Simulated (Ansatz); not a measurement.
GaCuSe$_{2}$ (chalcopyrite, I-42d), the program Ansatz at the LDA level (PAW). The conduction-band minimum lies at Γ, with 1 equivalent valley. Second derivatives d²E/dk² of the lowest band at one valley (eV·Å²), along Cartesian directions:

```
direction  d²E/dk²
---------  -------
[100]        246.5
[010]        246.5
[001]        343.5
[110]        246.5
[101]        295.0
[011]        295.0
```

**Question.** Find the principal effective masses, the density-of-states mass and the conductivity mass.

**Answer.** Off-diagonal terms follow from H_xy = H[110] − (H_xx + H_yy)/2, and m*/mₑ = 7.620 eV·Å² over each eigenvalue: 0.022, 0.031, 0.031. One valley's DOS mass (m₁m₂m₃)^(1/3) = 0.028, conductivity mass 3/(Σ 1/mᵢ) = 0.027 mₑ.

**Question.** What effective density of states Nc follows at 300 K for parabolic valleys?

**Answer.** Nc = 2.509e19 × 1 × (0.028)^(3/2) ≈ 1.2e17 cm⁻³.

The LDA relaxation kept the symmetry of its start. The run is not spin-polarised. Spin–orbit coupling is left out wherever it is not named.

Potentials: the later of the program's two PAW sets.

Edges and masses are those of Kohn–Sham bands, whose gap is no quasiparticle gap.
